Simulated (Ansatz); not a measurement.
An element in the fcc structure gives these cold pressures by all-electron LAPW under PBEsol (Ansatz 0.2.0, scalar-relativistic, no spin polarisation).

```tsv
V (Å³/atom)	P (GPa)
20.95	-0.01
18.44	10.81
16.34	29.3
14.25	66.4
12.15	145.2
10.48	277.1
9.01	504.7
```

Q: Which element is it?

A: Cd. Its zero-pressure volume in this structure is near 21.0 Å³/atom; the volume and the steepness of P(V) together point to it, though neighbours can come close. Neighbours weren't tried against these numbers.
